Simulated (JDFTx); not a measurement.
An input for JDFTx (a modified build) (CClF2 (SMILES F[C](F)Cl), charge 0, multiplicity 2, linear PCM (GLSSA13), chloroform, no salt; bohr, hartree) and the course of its log:

```
lattice \
  19.8421243086 0.0000000000 0.0000000000 \
  0.0000000000 19.3696927774 0.0000000000 \
  0.0000000000 0.0000000000 16.0626720593
coords-type Cartesian
ion F -2.2046397838 -2.0565024006 -0.3524749314 0
ion C -0.9354119187 -0.0001415771 0.3524749314 0
ion F -2.2043575773 2.0565024006 -0.3524537866 0
ion Cl 2.2046397838 -0.0002012526 -0.3169838518 0
ion-species pseudo/f_pbe_v1.4.upf
ion-species pseudo/c_pbe_v1.2.upf
ion-species pseudo/cl_pbe_v1.4.upf
core-overlap-check none
elec-cutoff 20 100
elec-ex-corr gga-PBE
symmetries none
elec-n-bands 13
spintype z-spin
elec-initial-magnetization 1 yes
electronic-scf nIterations 100 energyDiffThreshold 1e-08
fluid LinearPCM
pcm-variant GLSSA13
fluid-solvent CHCl3
fluid-minimize nIterations 400 knormThreshold 1e-11
wavefunction read s0.wfns 16
dump-name s7.$VAR
dump End State Ecomponents EigStats BandEigs Forces ElecDensity IonicPositions FluidDebug
```

```
[one cycle in 5 is shown, and the last three; fluid-solver lines are left out]
SCF: Cycle:  0   Etot: -67.009376354201038   dEtot: +2.294e+00   |Residual|: 4.780e-01   |deigs|: 4.338e-02
SCF: Cycle:  5   Etot: -69.298983018622835   dEtot: -4.566e-03   |Residual|: 6.514e-02   |deigs|: 9.774e-03
SCF: Cycle: 10   Etot: -69.302463775353175   dEtot: -1.485e-04   |Residual|: 2.368e-02   |deigs|: 3.700e-03
SCF: Cycle: 15   Etot: -68.996567047555857   dEtot: -7.965e-03   |Residual|: 2.451e-01   |deigs|: 9.287e-03
SCF: Cycle: 20   Etot: -69.001277700774850   dEtot: +3.328e-03   |Residual|: 2.336e-01   |deigs|: 1.633e-02
SCF: Cycle: 25   Etot: -69.300903161354228   dEtot: -2.675e-03   |Residual|: 3.914e-02   |deigs|: 9.474e-03
SCF: Cycle: 30   Etot: -69.302413129152811   dEtot: +5.477e-05   |Residual|: 7.836e-03   |deigs|: 1.654e-03
SCF: Cycle: 35   Etot: -69.302065430708964   dEtot: -2.104e-03   |Residual|: 7.581e-03   |deigs|: 7.152e-03
SCF: Cycle: 40   Etot: -69.302444708512240   dEtot: +1.006e-04   |Residual|: 3.241e-03   |deigs|: 5.609e-03
SCF: Cycle: 45   Etot: -68.980390993187754   dEtot: -5.270e-02   |Residual|: 2.485e-01   |deigs|: 1.734e-02
SCF: Cycle: 50   Etot: -68.926714848537301   dEtot: +2.940e-02   |Residual|: 2.523e-01   |deigs|: 1.783e-03
SCF: Cycle: 55   Etot: -69.289378191287696   dEtot: -2.683e-02   |Residual|: 9.018e-02   |deigs|: 9.217e-03
SCF: Cycle: 60   Etot: -69.057438161287934   dEtot: -6.809e-02   |Residual|: 1.955e-01   |deigs|: 3.034e-02
SCF: Cycle: 65   Etot: -69.040620394928851   dEtot: -1.326e-01   |Residual|: 1.904e-01   |deigs|: 9.811e-03
SCF: Cycle: 70   Etot: -69.300709515086865   dEtot: -1.228e-03   |Residual|: 4.414e-02   |deigs|: 4.924e-04
SCF: Cycle: 75   Etot: -69.301022144111585   dEtot: -1.376e-05   |Residual|: 5.203e-02   |deigs|: 1.167e-04
SCF: Cycle: 80   Etot: -69.301850810076971   dEtot: -1.007e-04   |Residual|: 3.728e-02   |deigs|: 3.292e-03
SCF: Cycle: 85   Etot: -66.964655685289728   dEtot: +2.337e+00   |Residual|: 5.350e-01   |deigs|: 3.697e-02
SCF: Cycle: 90   Etot: -68.971849687490007   dEtot: -1.041e-02   |Residual|: 2.470e-01   |deigs|: 9.430e-04
SCF: Cycle: 95   Etot: -69.175234808624268   dEtot: -1.937e-01   |Residual|: 1.229e-01   |deigs|: 3.882e-02
SCF: Cycle: 97   Etot: -69.294012574211180   dEtot: -1.951e-02   |Residual|: 9.804e-02   |deigs|: 8.507e-03
SCF: Cycle: 98   Etot: -69.298739385133842   dEtot: -4.727e-03   |Residual|: 7.086e-02   |deigs|: 6.928e-03
SCF: Cycle: 99   Etot: -69.300776476209009   dEtot: -2.037e-03   |Residual|: 4.924e-02   |deigs|: 6.086e-03
SCF: None of the convergence criteria satisfied after 100 iterations.
IonicMinimize: Iter:   0  Etot: -69.300776476209009  |grad|_K:  0.000e+00
IonicMinimize: Converged (|grad|_K<1.000000e-04).
```

This run gave no converged result. The electronic loop ended without meeting its threshold, so the last energy, chemical potential and forces aren't results.
